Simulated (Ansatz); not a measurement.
Energy and pressure of CoW3 against volume, without spin

Method: DFT PBEsol, scalar-relativistic, plane waves, PAW (Ansatz).

```
W Co
1.0
     0.00000    3.07208    3.07208
     3.07208    0.00000    3.07208
     3.07208    3.07208    0.00000
W Co
3 1
Cartesian
  1.5360 1.5360 1.5360
  4.6081 4.6081 4.6081
  3.0721 3.0721 3.0721
  0.0000 0.0000 0.0000
```

```json
{
  "plane-wave cutoff": "420 eV",
  "Γ-centred k-mesh": "12×12×12",
  "occupation rule": "Gaussian smearing, 0.1 eV",
  "spin treatment": "unpolarised"
}
```

The cell is scaled evenly at fixed fractional positions, V₀ being the volume of the cell shown; start: no spin polarisation. Energies are extrapolated to zero smearing. A spin-polarised state can lie lower, at larger volumes above all.

| V/V₀ | E above lowest (meV/atom) | P (GPa) |
| --- | --- | --- |
| 0.800 | 747.4 | 102.4 |
| 0.860 | 316.1 | 58.9 |
| 0.920 | 86.3 | 27.5 |
| 0.960 | 17.0 | 11.5 |
| 1.000 | 0.0 | -1.5 |
| 1.040 | 25.4 | -12.0 |
| 1.100 | 125.7 | -24.1 |
| 1.180 | 344.3 | -35.3 |

Cost: 8 runs of about 0.48 core-minutes in all, on Intel Xeon 6975P-C (Granite Rapids) (shared hosts).